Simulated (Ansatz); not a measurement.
**Structure search: one K₄SBr₂ candidate**

All numbers below come from Ansatz 0.2.0, DFT PBE, scalar-relativistic, plane waves, PAW. Cutoff 420 eV, Gaussian smearing, Γ-centred meshes. Cell and atoms relax on a converged mesh. The steps can't lower the symmetry of their start. No spin polarisation.

The cell of K₄SBr₂ is invented: antiperovskite family, Ruddlesden-Popper layers, n = 1 (I4/mmm, No. 139) (A site Br; B site S; X site K). Lengths were set from tabulated atomic sizes, so they are only a guess.

```cif
data_structure
_symmetry_space_group_name_H-M 'I4/mmm'
_symmetry_Int_Tables_number 139
_cell_length_a 6.0914
_cell_length_b 6.0914
_cell_length_c 18.2657
_cell_angle_alpha 90.000
_cell_angle_beta 90.000
_cell_angle_gamma 90.000
_cell_volume 677.75
loop_
_atom_site_label
_atom_site_type_symbol
_atom_site_symmetry_multiplicity
_atom_site_Wyckoff_symbol
_atom_site_fract_x
_atom_site_fract_y
_atom_site_fract_z
_atom_site_occupancy
K1 K 4 e 0.50000 0.50000 0.33157 1
K2 K 4 c 0.50000 0.00000 0.00000 1
S1 S 2 a 0.00000 0.00000 0.00000 1
Br1 Br 4 e 0.00000 0.00000 0.33934 1
```

Energies over the elements count from the elements' standard structures at the same level, with no fitted energy shifts. The references include crystalline Br.

Question: Where does the relaxation end?

Answer: The symmetry stays I4/mmm (No. 139). The volume per atom shrinks by 10.4 %, from 48.4 to 43.4 Å³. The shortest distance goes from 3.05 Å (K–S) to 2.96 Å (K–S). Conventional cell: a = 5.928 Å, c = 17.284 Å. K on a site of symmetry 4mm is surrounded by 1 S at 2.98 Å and 1 Br at 3.21 Å; K on a site of symmetry mmm is surrounded by 2 S at 2.96 Å and 4 Br at 3.85 Å; around S lie 6 K at 2.96–2.98 Å; Br is surrounded by 1 K at 3.21 Å.

Space group I4/mmm (No. 139). a = 5.928 Å, b = 5.928 Å, c = 17.284 Å, α = 90.00°, β = 90.00°, γ = 90.00°
```tsv
atom	site	symmetry	x	y	z
K	4e	4mm	0.5000	0.5000	0.3275
K	4c	mmm.	0.5000	0.0000	0.0000
S	2a	4/mmm	0.0000	0.0000	0.0000
Br	4e	4mm	0.0000	0.0000	0.3580
```

Question: Give its energy and gap.

Answer: The formation energy is −1.356 eV/atom and the gap on the 6×6×6 mesh of the 7-atom cell is 1.49 eV.

It lies below the elements, which doesn't yet make it stable against other compounds or structures.

The last run used Gaussian smearing of 0.02 eV. Kohn–Sham gaps at this level usually fall short of measured ones. The reference forms of Br and S are held partly by dispersion forces, which this level lacks. A structure relaxed within its symmetry needn't be a true minimum.
